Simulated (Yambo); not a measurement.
```
Ca2Si
1.0
    0.00000     3.43786     3.43786
    3.43786     0.00000     3.43786
    3.43786     3.43786     0.00000
Si Ca
1 2
Direct
  0.00000   0.00000   0.00000
  0.75000   0.75000   0.75000
  0.25000   0.25000   0.25000
```

Ca₂Si (space group Fm-3m, No. 225) under isotropic strain of -3 % on all lattice vectors: mean Im ε in 1 eV windows above the direct gap of 0.93 eV, for different electron-hole kernels (Yambo, broadening 0.15 eV, PBEsol (pw.x of Quantum ESPRESSO, ONCV potentials, no spin-orbit coupling) bands; 8×8×8 mesh, 3 valence and 6 conduction bands, static screening with 46 bands and a 4 Ry block, scissor 0.62 eV, Tamm-Dancoff; field along x).

| window (eV) | independent quasiparticles | BSE |
|---|---|---|
| 0.9 to 1.9 | 8.2 | 8.3 |
| 1.9 to 2.9 | 7.7 | 6.3 |
| 2.9 to 3.9 | 11 | 11 |

This run doesn't resolve bound excitons or single peaks, so only averages are given, and they too depend on the mesh; weight that the attraction moves below the gap isn't listed. All transitions below 4.81 eV are in the band window. The scissor comes from a G0W0 run whose convergence isn't established.

Geometry strained from the cell relaxed with PBEsol, atoms relaxed again.

The structure is a Materials Project entry; no match was found in the copy of COD used, and its stability was not checked.
